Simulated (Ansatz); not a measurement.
An element in the fcc structure gives these cold pressures by all-electron LAPW under PBEsol (Ansatz 0.2.0, scalar-relativistic, no spin polarisation).

| V (Å³/atom) | P (GPa) |
| --- | --- |
| 40.60 | -0.01 |
| 38.57 | 0.99 |
| 34.51 | 3.70 |
| 30.45 | 7.97 |
| 26.39 | 15.00 |
| 22.33 | 26.1 |
| 18.27 | 43.4 |
| 16.24 | 56.3 |

Problem. Which element is it?

Solution. Ca. Its zero-pressure volume in this structure is near 40.6 Å³/atom; the volume and the steepness of P(V) together point to it, though neighbours can come close. Neighbours weren't tried against these numbers.
